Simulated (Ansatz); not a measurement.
# AlInAsP₃: computed properties

These are results of DFT PBE, scalar-relativistic, plane waves, PAW in Ansatz 0.2.0, not measurements.

Settings: cutoff 420 eV, Γ-centred mesh 12×12×8 on the computed 6-atom cell, Gaussian smearing of 0.10 eV; no spin polarisation.

The structure is relaxed at this level of theory with its symmetry kept, and needn't be the ground state of this composition.

```yaml
crystal:
  lattice:
    - [5.19418, 0.00000, 0.00000]
    - [-2.59709, 4.49829, 0.00000]
    - [0.00000, 0.00000, 5.19623]
  atoms:
    - { symbol: Al, position: [0.33333, 0.66667, 0.00000] }
    - { symbol: In, position: [0.00000, 0.00000, 0.00000] }
    - { symbol: P, position: [0.61477, 0.80739, 0.50000] }
    - { symbol: P, position: [0.19261, 0.80739, 0.50000] }
    - { symbol: P, position: [0.19261, 0.38523, 0.50000] }
    - { symbol: As, position: [0.66667, 0.33333, 0.00000] }
```

| Quantity | Value |
| --- | --- |
| Space group | P-6m2 (No. 187) |
| Volume per atom | 20.23 Å³ |
| Formation energy from the elements' standard states (uncorrected) | +0.343 eV/atom |
| Kohn–Sham band gap | none (metal) |
| Density of states at the Fermi level | 3.0 states/eV per cell |
| Orbital (Löwdin) character within 0.5 eV of the Fermi level | As 4p 41 %, P 3p 32 %, Al 3s 7 % |
| Bader charge by site (e) | Al (1 in the cell) 0.99, In (1 in the cell) 0.48, P (3 in the cell) -0.32, As (1 in the cell) -0.50 |

Another cell of AlInAsP3 relaxed alike, in P4mm, lies 153 meV/atom lower, so this cell isn't the stable form at this level.

The cell was found from a structure generator's guess, not taken from experiment. Löwdin shares on free-atom orbitals overweight diffuse shells.
